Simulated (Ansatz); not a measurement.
Problem. Name crystals whose computed values (r²SCAN in the plane-wave PAW code Ansatz) fall in these windows: electron conductivity mass (mₑ) 0.34 to 0.49; gap (eV) 4.6 to 6.0; Θ_D (K) 250 to 350.

Solution. 

| crystal | electron conductivity mass (mₑ) | gap (eV) | Θ_D (K) |
|---|---|---|---|
| NaCl, NiAs type | 0.41 | 5.24 | 299 |
Others may fit too.

Not the usual ambient phase: NaCl, NiAs type. The cell was relaxed under the symmetry of its start.

Potentials: the earlier of the program's two PAW sets.
